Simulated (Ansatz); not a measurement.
BaZrO3 (cubic perovskite, space group No. 221) at seven volumes, plane-wave PAW PBEsol (Ansatz code), scaled uniformly. One row is withheld.

| V (Å³/atom) | P (GPa) |
|---|---|
| 13.298 | 18.93 |
| 13.737 | 11.56 |
| 14.175 | 5.31 |
| 14.613 | 0.00 |
| 15.052 | -4.51 |
| 15.490 | -8.34 |
| 15.929 | ? |

Q: Fit the shown pressures and predict the withheld one.

A: P = (3/2)B₀(x^(7/2) − x^(5/2))[1 + (3/4)(B′ − 4)(x − 1)] with x = (V₀/V)^(2/3). Least squares on the six rows gives V₀ = 14.614 Å³/atom, B₀ = 163 GPa, B′ = 4.42. At V = 15.929, x = 0.9442 and P = -11.61 GPa. The run itself gave -11.60 GPa.

Space group Pm-3m (cubic perovskite). The PBEsol relaxation kept the symmetry of its start. No spin polarisation was allowed. Scalar-relativistic: spin–orbit coupling is off unless named, which matters more the heavier the elements.

Potentials: the later of the program's two PAW sets.
